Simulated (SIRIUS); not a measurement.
Worked example: self-consistent single point of InGa2N3 (Cmc2_1, 12 atoms in the cell; from Materials Project mp-1246567, lattice scaled a little) in SIRIUS.

Computed with RPBE, PseudoDojo 0.5 standard norm-conserving PBE (tails mended) pseudopotentials (plane waves; SIRIUS).

```xyz
12
Lattice="4.9948 -2.8810 0.0000 4.9948 2.8810 0.0000 0.0000 0.0000 5.3801" Properties=species:S:1:pos:R:3 pbc="T T T"
In     4.9948     1.0069     5.3246
In     4.9948    -1.0069     2.6346
Ga     1.7029     0.9414     5.3401
Ga     8.2867    -0.9414     2.6501
Ga     8.2867     0.9414     5.3401
Ga     1.7029    -0.9414     2.6501
N      1.8006     0.8841     1.9308
N      8.1890    -0.8841     4.6208
N      8.1890     0.8841     1.9308
N      1.8006    -0.8841     4.6208
N      4.9948     1.1095     2.1272
N      4.9948    -1.1095     4.8173
```

Reference input (self-consistent single point, DFT, PBE, plane waves, PseudoDojo 0.5 standard norm-conserving PBE (tails mended) pseudopotentials): parameters.ngridk = 2 2 2; parameters.xc_functionals = [XC_GGA_X_PBE, XC_GGA_C_PBE]; parameters.gk_cutoff = 9.165 1/bohr; parameters.pw_cutoff = 18.331 1/bohr; parameters.smearing = fermi_dirac; parameters.smearing_width = 0.00183747 Ha; potentials = PseudoDojo 0.5 standard norm-conserving PBE (tails mended) pseudopotentials; parameters.electronic_structure_method = pseudopotential; parameters.num_bands = 65; parameters.num_mag_dims = 0; parameters.num_dft_iter = 100; parameters.energy_tol = 1e-07 Ha. This run's input differs from it in these lines:

```diff
@@ -13,3 +13,3 @@
     "electronic_structure_method": "pseudopotential",
-    "xc_functionals": ["XC_GGA_X_PBE", "XC_GGA_C_PBE"],
+    "xc_functionals": ["XC_GGA_X_RPBE", "XC_GGA_C_PBE"],
     "gk_cutoff": 9.165,
```

Log, with long lists cut:

```
[find] density tolerance         : 1e-06
[find] total energy tolerance    : 1e-07
[find] iter_solver_tol (initial) : 0.01
[find] iter_solver_tol (target)  : 1e-13
[find] num_dft_iter              : 100
Charges and magnetic moments
--------------------------------------------------------------------------------
total charge          : 108.000000
[find] | SCF iteration   0 out of 100|
[diagonalize] iterative solver tolerance (occupied, empty): 0.01 0.01
[diagonalize] average number of iterations: 2.5
[find] Charges and magnetic moments
[find] total charge          : 108.000000
[find] Energy
   [... lines left out ...]

[find] Charges and magnetic moments
[find] total charge          : 108.000000
[find] Energy
[find] smearing (-TS)                 :      -0.00000042
[find] Total energy                   :    -501.53014392 (Ha),   -1003.06028783 (Ry)
[find] Free energy (E-TS)             :    -501.53014434 (Ha),   -1003.06028867 (Ry)
[find] band gap (eV)                  :       1.05935847
[find] Efermi                         :       0.39618544
[find] iteration : 15, RMS (target) : 7.4365e-07 (1.0000e-06) , energy difference (target) : 6.7644e-12 (1.0000e-07)
[find] bands are converged : true
[find] iterative solver converged : true
[find] converged after 16 SCF iterations!
[find] Charges and magnetic moments
[find] total charge          : 108.000000
[find] Energy
[find] smearing (-TS)                 :      -0.00000042
[find] Total energy                   :    -501.53014392 (Ha),   -1003.06028783 (Ry)
[find] Free energy (E-TS)             :    -501.53014434 (Ha),   -1003.06028867 (Ry)
[find] band gap (eV)                  :       1.05935847
[find] Efermi                         :       0.39618544
[ground_state] === stress tensor components [kbar] ===
[ground_state] === stress_total ===
[ground_state]   -50.076106    0.000000    0.000000
[ground_state]     0.000000  -50.314125    0.000000
[ground_state]     0.000000    0.000000  -45.208569
[ground_state] ==== total Forces in Ha/bohr =====
   [... lines left out ...]
[ground_state] atom:    7, force:       0.0012002     -0.0006388     -0.0000515
[ground_state] atom:    8, force:       0.0012002      0.0006388     -0.0000515
[ground_state] atom:    9, force:      -0.0012002     -0.0006388     -0.0000515
[ground_state] atom:   10, force:       0.0000000     -0.0014725      0.0002527
[ground_state] atom:   11, force:      -0.0000000      0.0014725      0.0002527
```

The run converged in 16 iterations. SIRIUS prints the stress tensor with tension positive. Against the reference run the pressure goes from 1.38 to 4.85 GPa, the largest force goes from 0.055 to 0.077 eV/Å and the gap on the mesh goes from 0.949 to 1.059 eV.

The potentials were made for another functional than the one used. The structure comes from a collection of computed structures, made at another level of theory; the collection holds predicted forms beside known ones. Its lattice was then scaled.

Cost on one core: around 4 core-minutes (rough).

The gap that the log prints is read on the run's mesh, which can miss the band edges or a crossing.

“Tails mended”: in these copies of the files the far tail of each local potential was reset to the Coulomb form.
